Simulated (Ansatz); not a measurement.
## SiO2 with Sn replacing Si: gradients before and after relaxing the atoms

Start: a supercell of SiO2 (quartz type, P3_221) built from a refined structure from the COD, with all atoms left at the host's positions.

Space group C2 (No. 5); a = 8.5154, b = 14.7491, c = 10.8168 Å.

```csv
site,Wyckoff,site symmetry,x,y,z
Sn,2b,2,0.5000,0.3434,0.5000
Si2,2a,2,0.5000,0.3434,0.0000
Si3,2b,2,0.5000,0.0101,0.5000
Si4,2a,2,0.5000,0.0101,0.0000
Si5,2b,2,0.5000,0.6768,0.5000
Si6,2a,2,0.5000,0.6768,0.0000
Si7,4c,1,0.7651,0.0783,0.6667
Si8,4c,1,0.7651,0.0783,0.1667
Si9,4c,1,0.2651,0.2450,0.6667
Si10,4c,1,0.2651,0.2450,0.1667
Si11,4c,1,0.2651,0.9116,0.6667
Si12,4c,1,0.2651,0.9116,0.1667
O19,4c,1,0.8662,0.9068,0.4405
O20,4c,1,0.8662,0.9068,0.9405
O21,4c,1,0.3662,0.0734,0.4405
O22,4c,1,0.3662,0.0734,0.9405
O23,4c,1,0.3662,0.7401,0.4405
O24,4c,1,0.3662,0.7401,0.9405
O25,4c,1,0.4270,0.2802,0.6072
O26,4c,1,0.4270,0.2802,0.1072
O27,4c,1,0.4270,0.9469,0.6072
O28,4c,1,0.4270,0.9469,0.1072
O29,4c,1,0.4270,0.6135,0.6072
O30,4c,1,0.4270,0.6135,0.1072
O31,4c,1,0.7068,0.8131,0.7739
O32,4c,1,0.7068,0.8131,0.2739
O33,4c,1,0.2068,0.9797,0.7739
O34,4c,1,0.2068,0.9797,0.2739
O35,4c,1,0.7068,0.1464,0.7739
O36,4c,1,0.7068,0.1464,0.2739
```

One atom of each set is listed; the run and its k-mesh use a cell of 54 atoms with edges of 8.52, 8.52, 10.82 Å.

Method: Kohn–Sham DFT in Ansatz, PBE, plane waves and PAW, scalar-relativistic, 420 eV cutoff, Γ-centred 3×3×2 k-points, Fermi–Dirac smearing 0.01 eV.

The largest force at the start is 20 eV/Å. Relaxing the ions at fixed cell moves them by 0.413 Å at most (atom 19, O) and 0.151 Å rms.

```tsv
site	moved (Å)	first shell before	first shell after	V_zz before (10²¹ V/m²)	η before
Sn	0.109	4 O at 1.61 Å	4 O at 1.92–1.93 Å	3.07	0.62
Si3	0.030	4 O at 1.61 Å	4 O at 1.63–1.64 Å	0.78	0.52
Si4	0.084	4 O at 1.61 Å	4 O at 1.62–1.63 Å	0.79	0.66
Si5	0.029	4 O at 1.61 Å	4 O at 1.63 Å	0.77	0.68
Si6	0.023	4 O at 1.61 Å	4 O at 1.62 Å	0.78	0.59
Si7	0.041	4 O at 1.61 Å	4 O at 1.62–1.63 Å	0.78	0.58
Si8	0.078	4 O at 1.61 Å	4 O at 1.62 Å	0.80	0.56
Si9	0.103	4 O at 1.61 Å	4 O at 1.62–1.63 Å	-0.89	0.53
Si10	0.038	4 O at 1.61 Å	4 O at 1.62–1.64 Å	0.78	0.62
Si11	0.191	4 O at 1.61 Å	4 O at 1.62–1.63 Å	0.87	0.28
Si12	0.037	4 O at 1.61 Å	4 O at 1.62–1.64 Å	0.78	0.70
O19	0.413	1 Sn at 1.61 Å, 1 Si at 1.61 Å, angle 144°	1 Si at 1.62 Å, 1 Sn at 1.92 Å, angle 129°	7.98	0.19
O22	0.147	2 Si at 1.61 Å, angle 144°	2 Si at 1.62 Å, angle 135°	9.14	0.20
O25	0.313	1 Si at 1.61 Å, 1 Sn at 1.61 Å, angle 144°	1 Si at 1.62 Å, 1 Sn at 1.93 Å, angle 130°	7.98	0.19
O33	0.275	2 Si at 1.61 Å, angle 144°	2 Si at 1.62–1.63 Å, angle 137°	9.10	0.21
```

Task: What are V_zz and η after the relaxation?

Result: 

```tsv
site	V_zz after	η after	change of V_zz
Sn	-1.35	0.32	–
Si3	-1.14	0.09	–
Si4	-0.65	0.20	–
Si5	0.58	0.36	-0.19
Si6	-0.52	0.23	–
Si7	0.77	0.11	-0.01
Si8	1.00	0.97	+0.20
Si9	-0.79	0.83	+0.10
Si10	-0.79	0.90	–
Si11	-1.13	0.22	–
Si12	-0.55	0.82	–
O19	9.79	0.57	+1.81
O22	8.72	0.31	-0.42
O25	9.63	0.62	+1.65
O33	8.80	0.35	-0.30
```

The largest change of V_zz along a kept axis is on O19, from 7.98 to 9.79. The whole tensor moves most on O25, by 4.24 along its most changed direction. In per cent, |V_zz| changes by -24 to +26 on Si, -5 to +23 on O (all sites that start above 0.5, bar those whose gradient vanishes or changes sign or whose main axis turns by over 40°). Where |V_zz| stays above 0.1 and the axes keep their order, η moves most on Si7, from 0.58 to 0.11. On Si9 V_xx and V_yy change places (or their axes turn by over 50°), so the two values of η hide a larger change. On Sn, Si11, Si4, Si10, Si3, Si6, Si12 the largest principal value lies along another axis in the second run, so the two V_zz can't be compared directly. The table leaves out 15 of the 30 sites, with |V_zz| up to 9.72; their tensors move by 1.56 at most along any direction. The statements above cover all sites. The host's own positions weren't relaxed first, so part of the change far from the defect can be the host's relaxation.

The defect repeats with the cell of 54 atoms, so it feels its images: sites between two images don't show the values beside a lone defect, and zeros or small values of η there can come from the images' arrangement. O and Si carry a gradient in the pure host already, so the values there aren't the defect's effect alone. Without spin–orbit coupling (the program notes it for Sn) the gradients are little affected as a rule: paired runs on crystals with a gap mostly move them by under 2 % at such atoms.
Before: The cell keeps the host's lattice, where the PBE pressure is 17 GPa. The neighbours have not yet relaxed around the defect (largest force 20 eV/Å), so the values at and beside it are those of a strained start, not of the defect in a real crystal.
After: The relaxation keeps the site symmetry 2 of the start, so the impurity can move only along its axis; a start off the site could end lower.
